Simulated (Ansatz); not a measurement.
# Trial structures of Cd3TeO2: starts and ends

Theory: DFT PBE, scalar-relativistic, plane waves, PAW (Ansatz). Settings: cutoff 420 eV, Γ-centred meshes spaced at most about 0.3 Å⁻¹, and about 0.25 Å⁻¹ or finer for metals (2π included), Gaussian smearing. No spin polarisation in the final relaxations.

Each guess was relaxed in cell and atoms at zero pressure, within the symmetry of its start. Temperature and zero-point effects are left out. Coordination counts O or Te atoms around Cd (for each partner element, those within 1.25 times its shortest distance or 1.15 times the sum of covalent radii, where it is the nearest in units of that sum or under 1.3; a plus sign parts groups by distance over the sum of covalent radii; a slash parts the counts of unlike sites).

| guess | made from | start group | V start (Å³/atom) | end group | V end (Å³/atom) | coordination at the end | gap on mesh (eV) | E over the lowest end (meV/atom) |
| --- | --- | --- | --- | --- | --- | --- | --- | --- |
| 1 | random cell | Pn-3m | 25.1 | Pn-3m | 19.2 | Cd 2+4 | 0 | 577 |
| 2 | Lu2AlCo3 type | R-3m | 19.8 | ? | ? | ? | ? | ? |
| 3 | TlAg3Te2 type | Cmmm | 21.6 | Cmmm | 21.0 | Cd 2/8 | 0 | 491 |
| 4 | PrB2Ru3 type | P6/mmm | 20.1 | P6/mmm | 18.4 | Cd 8 | 0 | 0 |

Guess 2 as it starts:

```cif
data_structure
_symmetry_space_group_name_H-M 'R-3m:H'
_symmetry_Int_Tables_number 166
_cell_length_a 5.7209
_cell_length_b 5.7209
_cell_length_c 12.5455
_cell_angle_alpha 90.000
_cell_angle_beta 90.000
_cell_angle_gamma 120.000
_cell_volume 355.59
loop_
_atom_site_label
_atom_site_type_symbol
_atom_site_symmetry_multiplicity
_atom_site_Wyckoff_symbol
_atom_site_fract_x
_atom_site_fract_y
_atom_site_fract_z
_atom_site_occupancy
Cd1 Cd 9 d 0.33333 0.16667 0.16667 1
Te1 Te 3 a 0.00000 0.00000 0.00000 1
O1 O 6 c 0.33333 0.66667 0.03782 1
```

Problem. Fill in the missing row: what does this guess relax into, and where does it rank?

Solution. It ends in space group R-3m (No. 166), with a = 6.663 Å, c = 14.484 Å, 30.9 Å³/atom and a gap of 0.46 eV. It lies 41 meV/atom over the lowest end, above guess 4 and below guess 3. Counting O or Te atoms around Cd, this end has Cd 4 and the lowest (guess 4) has Cd 8.

```cif
data_structure
_symmetry_space_group_name_H-M 'R-3m:H'
_symmetry_Int_Tables_number 166
_cell_length_a 6.6625
_cell_length_b 6.6625
_cell_length_c 14.4843
_cell_angle_alpha 90.000
_cell_angle_beta 90.000
_cell_angle_gamma 120.000
_cell_volume 556.81
loop_
_atom_site_label
_atom_site_type_symbol
_atom_site_symmetry_multiplicity
_atom_site_Wyckoff_symbol
_atom_site_fract_x
_atom_site_fract_y
_atom_site_fract_z
_atom_site_occupancy
Cd1 Cd 9 d 0.33333 0.16667 0.16667 1
Te1 Te 3 a 0.00000 0.00000 0.00000 1
O1 O 6 c 0.33333 0.66667 0.89822 1
```

Energies over the elements count from the elements' standard structures at the same level (O₂ as a molecule), with no fitted energy shifts.

Problem. Is the lowest end bound against the elements?

Solution. Yes: its formation energy is −0.49 eV/atom. Whether it is stable depends on the other phases of the system, which aren't compared here.

These runs have no spin–orbit coupling, which can matter for Te. Kohn–Sham gaps at this level usually fall short of measured ones. The missing spin–orbit coupling can work the other way here. A magnetic state wasn't ruled out in cells without spin, among them Pn-3m. The reference form of Te is held partly by dispersion forces, which this level lacks. Cells relaxed within their symmetry can be saddle points. A lower structure may well exist outside this small set. Some structure types and database cells were kept out of the candidates from the start, so a known form may be missing.
